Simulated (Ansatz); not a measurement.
CoSi2 (fluorite type, space group Fm-3m)

Space group Fm-3m (No. 225); a = 5.3149 Å, b = 5.3149 Å, c = 5.3149 Å, α = 90.00°, β = 90.00°, γ = 90.00°

```tsv
atom	site	symmetry	x	y	z
Co	4a	m-3m	0.0000	0.0000	0.0000
Si	8c	-43m	0.2500	0.2500	0.2500
```
(The calculation used a cell of 3 atoms; values per cell refer to that cell.)

Two coordinates are scanned: the volume, and the ratio of the stretch along z (the conventional c axis) to the stretch across it. Atoms keep their fractional coordinates.

These are r2SCAN (plane waves to 500 eV, PAW, scalar-relativistic; Ansatz, a quantum-chemistry and plane-wave program) values and carry that method's errors. k mesh 15×15×15 (Γ-centred), Fermi-Dirac smearing 0.05 eV. The energy includes the smearing's −TS. With partly filled bands, the response to shear is sensitive to the k mesh, so small differences along c/a are uncertain. CoSi2 is run without spin polarisation. CoSi2 was relaxed with its symmetry unable to fall. The last digit holds for this mesh only.

Changes of ΔE (eV/atom) from the point V/V₀ = 1.000, (c/a)/(c/a)₀ = 1.000 when one coordinate moves alone (two changes are said to add if the coupling is within 5 % of the smaller one, nearly so within 20 %):

| point | change |
|---|---|
| V/V₀ = 1.000, (c/a)/(c/a)₀ = 0.920 | 0.0226 |
| V/V₀ = 1.000, (c/a)/(c/a)₀ = 0.960 | 0.0050 |
| V/V₀ = 0.920, (c/a)/(c/a)₀ = 1.000 | 0.0572 |
| V/V₀ = 0.960, (c/a)/(c/a)₀ = 1.000 | 0.0132 |
| V/V₀ = 1.040, (c/a)/(c/a)₀ = 1.000 | 0.0114 |
| V/V₀ = 1.080, (c/a)/(c/a)₀ = 1.000 | 0.0427 |
| V/V₀ = 1.000, (c/a)/(c/a)₀ = 1.040 | 0.0040 |
| V/V₀ = 1.000, (c/a)/(c/a)₀ = 1.080 | 0.0152 |

What is the change at V/V₀ = 1.040, (c/a)/(c/a)₀ = 0.920, where both move, and how far is it from the sum?

The sum of the single changes is 0.0114 + (0.0226) = 0.0340; the calculation gives 0.0322, so the coupling contributes -0.0018 (under 20 % of the smaller single change, nearly additive).

What is the change at V/V₀ = 0.920, (c/a)/(c/a)₀ = 1.080, where both move, and how far is it from the sum?

The sum of the single changes is 0.0572 + (0.0152) = 0.0724; the calculation gives 0.0753, so the coupling contributes 0.0029 (under 20 % of the smaller single change, nearly additive).

(A scan under strain: stresses follow from slopes of the energy per volume, elastic moduli from its curvatures.)
